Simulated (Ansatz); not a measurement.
CuI:
```cif
data_Cu2I2
_chemical_formula_sum 'Cu2 I2'
_space_group_name_H-M_alt 'P 1'
_space_group_IT_number 1
_cell_length_a 4.10873
_cell_length_b 4.10873
_cell_length_c 7.26357
_cell_angle_alpha 90.000
_cell_angle_beta 90.000
_cell_angle_gamma 120.000
loop_
_space_group_symop_operation_xyz
  'x, y, z'
loop_
_atom_site_label
_atom_site_type_symbol
_atom_site_fract_x
_atom_site_fract_y
_atom_site_fract_z
_atom_site_occupancy
Cu1 Cu 0.66667 0.33333 0.59271 1
Cu2 Cu 0.33333 0.66667 0.40729 1
I1 I 0.33333 0.66667 0.76215 1
I2 I 0.66667 0.33333 0.23785 1
```

Relaxed with r²SCAN+D4.

Question: Which orbitals make up the states near the band edges in the program Ansatz at the r²SCAN+D4 level (PAW)?

Answer: Top 1 eV of the valence band: Cu 3d 62 %, I 5p 35 %. Bottom 1 eV of the conduction band: Cu 4s 49 %, I 5p 24 %, I 5s 6 %, outside the projected shells 18 %. Projections are on Löwdin-orthogonalised atomic valence shells; empty p or d shells of many metals are not among them.

Question: Tabulate the density of states.

Answer: States/eV per cell of 4 atoms, in 0.25 eV bins, energy from the valence-band maximum.

| E (eV) | total | Cu 3d | I 5p | Cu 4s |
|---|---|---|---|---|
| -7.85 | 0.00 | 0.00 | 0.00 | 0.00 |
| -7.60 | 0.00 | 0.00 | 0.00 | 0.00 |
| -7.35 | 0.00 | 0.00 | 0.00 | 0.00 |
| -7.10 | 0.00 | 0.00 | 0.00 | 0.00 |
| -6.85 | 0.00 | 0.00 | 0.00 | 0.00 |
| -6.60 | 0.00 | 0.00 | 0.00 | 0.00 |
| -6.35 | 0.00 | 0.00 | 0.00 | 0.00 |
| -6.10 | 0.00 | 0.00 | 0.00 | 0.00 |
| -5.85 | 0.21 | 0.00 | 0.15 | 0.04 |
| -5.60 | 1.79 | 0.10 | 1.20 | 0.39 |
| -5.35 | 7.21 | 0.45 | 4.70 | 1.70 |
| -5.10 | 3.14 | 0.26 | 2.12 | 0.66 |
| -4.85 | 1.30 | 0.20 | 0.89 | 0.18 |
| -4.60 | 1.32 | 0.30 | 0.90 | 0.10 |
| -4.35 | 3.87 | 0.69 | 2.98 | 0.12 |
| -4.10 | 4.77 | 1.13 | 3.42 | 0.11 |
| -3.85 | 6.70 | 1.98 | 4.48 | 0.08 |
| -3.60 | 10.61 | 3.98 | 6.34 | 0.11 |
| -3.35 | 4.63 | 1.19 | 3.27 | 0.03 |
| -3.10 | 2.44 | 0.90 | 1.48 | 0.00 |
| -2.85 | 0.00 | 0.00 | 0.00 | 0.00 |
| -2.60 | 0.00 | 0.00 | 0.00 | 0.00 |
| -2.35 | 6.47 | 6.35 | 0.06 | 0.01 |
| -2.10 | 11.88 | 11.12 | 0.60 | 0.03 |
| -1.85 | 10.25 | 9.54 | 0.55 | 0.03 |
| -1.60 | 10.89 | 10.45 | 0.35 | 0.01 |
| -1.35 | 11.14 | 10.29 | 0.67 | 0.07 |
| -1.10 | 10.03 | 8.08 | 1.63 | 0.16 |
| -0.85 | 5.97 | 4.13 | 1.63 | 0.06 |
| -0.60 | 4.89 | 3.16 | 1.61 | 0.02 |
| -0.35 | 6.19 | 3.53 | 2.57 | 0.01 |
| -0.10 | 2.29 | 1.07 | 1.20 | 0.00 |
| 0.15 | 0.00 | 0.00 | 0.00 | 0.00 |
| 0.40 | 0.00 | 0.00 | 0.00 | 0.00 |
| 0.65 | 0.00 | 0.00 | 0.00 | 0.00 |
| 0.90 | 0.00 | 0.00 | 0.00 | 0.00 |
| 1.15 | 0.00 | 0.00 | 0.00 | 0.00 |
| 1.40 | 0.00 | 0.00 | 0.00 | 0.00 |
| 1.65 | 0.00 | 0.00 | 0.00 | 0.00 |
| 1.90 | 0.00 | 0.00 | 0.00 | 0.00 |
| 2.15 | 0.00 | 0.00 | 0.00 | 0.00 |
| 2.40 | 0.04 | 0.00 | 0.01 | 0.02 |
| 2.65 | 0.12 | 0.00 | 0.03 | 0.06 |
| 2.90 | 0.68 | 0.02 | 0.16 | 0.33 |
| 3.15 | 1.59 | 0.04 | 0.37 | 0.76 |
| 3.40 | 3.53 | 0.09 | 0.75 | 1.45 |
| 3.65 | 3.25 | 0.08 | 0.68 | 1.36 |
| 3.90 | 2.68 | 0.07 | 0.53 | 1.24 |
| 4.15 | 4.62 | 0.09 | 0.76 | 2.05 |
| 4.40 | 2.51 | 0.05 | 0.31 | 0.70 |
| 4.65 | 2.74 | 0.04 | 0.34 | 0.72 |
| 4.90 | 1.24 | 0.01 | 0.06 | 0.12 |
| 5.15 | 0.70 | 0.00 | 0.02 | 0.02 |
| 5.40 | 0.99 | 0.01 | 0.02 | 0.02 |
| 5.65 | 3.39 | 0.02 | 0.09 | 0.11 |
| 5.90 | 3.26 | 0.02 | 0.08 | 0.10 |
| 6.15 | 3.52 | 0.02 | 0.08 | 0.05 |
| 6.40 | 3.02 | 0.02 | 0.05 | 0.07 |
| 6.65 | 2.24 | 0.01 | 0.04 | 0.06 |
| 6.90 | 1.63 | 0.01 | 0.03 | 0.06 |

Space group P-3m1. The first step of the workflow began from a Materials Project structure, measured or hypothetical; the Crystallography Open Database copy checked does not list it. It is not the phase usual at ambient conditions (space group No. 216). Symmetry was held in the r²SCAN+D4 relaxation; its stability against distortions is not shown here. The run is not spin-polarised. Scalar-relativistic: spin–orbit coupling is off unless named, which matters more the heavier the elements.

Potentials: the later of the program's two PAW sets.
